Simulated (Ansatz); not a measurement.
The relaxed structure here is a generated cell of HfO2: the first start was made by placing the elements on the sites of a structure type, and the end was not matched to a known phase here, so it may be hypothetical. Known forms of HfO2 include space group No. 14, 29, 137, 225.

A relaxed structure of HfO2. Space group F-43m (No. 216). Method: PBE (plane waves to 420 eV, PAW, scalar-relativistic; Ansatz, an electronic-structure program).

Space group F-43m (No. 216); a = 5.051 Å, b = 5.051 Å, c = 5.051 Å, α = 90.00°, β = 90.00°, γ = 90.00°

```json
[
 {"atom": "O", "site": "4a", "symmetry": "-43m", "x": "0.0000", "y": "0.0000", "z": "0.0000"},
 {"atom": "O", "site": "4d", "symmetry": "-43m", "x": "0.7500", "y": "0.7500", "z": "0.7500"},
 {"atom": "Hf", "site": "4c", "symmetry": "-43m", "x": "0.2500", "y": "0.2500", "z": "0.2500"}
]
```
(The calculation used a cell of 3 atoms; values per cell refer to that cell.)

Volume per atom: 10.74 Å³
Band gap: 2.29 eV, direct within 0.03 eV (at X) (no spin-orbit coupling)
Smallest direct gap: 2.30 eV at X
Shortest distances: Hf–O 2.19 Å; O–O 2.19 Å; Hf–Hf 3.57 Å
k-mesh: 11×11×11

No spin polarisation in the result.

The run could not lose the symmetry of its start: the end is stationary, and may be a saddle point rather than a minimum.

All atoms sit on sites fixed by symmetry, so only the cell could relax.

It was reached from a disturbed copy of a Fm-3m (No. 225) cell (fluorite type), against which it lies +1.205 eV/atom.
